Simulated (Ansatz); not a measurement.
Bi$_{2}$Pd (MoSi2 or CaC2 type, I4/mmm), plane-wave PAW PBEsol (Ansatz code), all energies at zero smearing, with the estimated change up to a 700 eV cutoff added, with one set of potentials and settings (totals compare only within such a set). Cell of 3 atoms (1 Pd, 2 Bi): -31391.363 eV.

```tsv
element	reference phase	E (eV/atom)
Pd	Fm-3m, 1 atoms in the cell	-6906.6520
Bi	R-3m, 2 atoms in the cell	-12242.0039
```

Formation energy per atom, worked out: (-31391.363 − 1×(-6906.6520) − 2×(-12242.0039))/3 = -0.234 eV/atom (-23 kJ per mol of atoms), at 0 K, without zero-point energy or fitted corrections.

The workflow started from an entry of the Crystallography Open Database (COD), which files this formula under 2 space groups. Its standing as an ambient phase is unchecked. Symmetry was held in the PBEsol relaxation; of distortions, only those at the zone centre were tested. The run is not spin-polarised. The references are the lowest solids computed at this level, not always the standard phases. Scalar-relativistic: spin–orbit coupling is off unless named, which matters more the heavier the elements.

Potentials: the later of the program's two PAW sets.
